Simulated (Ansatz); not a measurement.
Space group R-3m:H (No. 166). a = 3.023 Å, b = 3.023 Å, c = 14.855 Å, α = 90.00°, β = 90.00°, γ = 120.00°
```json
{"atom": "Ti", "site": "6c", "symmetry": "3m", "x": "0.0000", "y": "0.0000", "z": "0.7492"}
{"atom": "C", "site": "3a", "symmetry": "-3m", "x": "0.0000", "y": "0.0000", "z": "0.0000"}
{"atom": "N", "site": "3b", "symmetry": "-3m", "x": "0.6667", "y": "0.3333", "z": "0.8333"}
```

Equation of state of this Ti₂CN structure (not necessarily the ground state), with shape and atoms relaxed at each volume where symmetry leaves them free. It has no gap at any of these volumes. Level of theory: DFT r2SCAN, scalar-relativistic, plane waves, PAW (Ansatz 0.2.0).

Plane waves to 500 eV, a k mesh through Γ of 18×18×18 on the computed 4-atom cell and Gaussian smearing (0.10 eV); no spin polarisation.

```
V (Å³/atom) E − E(largest V) (meV/atom) P (GPa)
      9.207                         6.20    19.67
      9.501                       -19.88     9.08
      9.794                       -27.96     0.00
     10.088                       -20.60    -7.78
     10.382                         0.00   -14.46
```

Task: Fit a third-order Birch–Murnaghan equation to E(V).

Result: V0 = 9.79 Å³/atom, B0 = 280 GPa, B0' = 4.1.

Spin polarisation was left out, and a magnetic state may lie lower.

Cost: 5 runs of about 18 core-minutes in all, on Arm Neoverse V1 (shared hosts).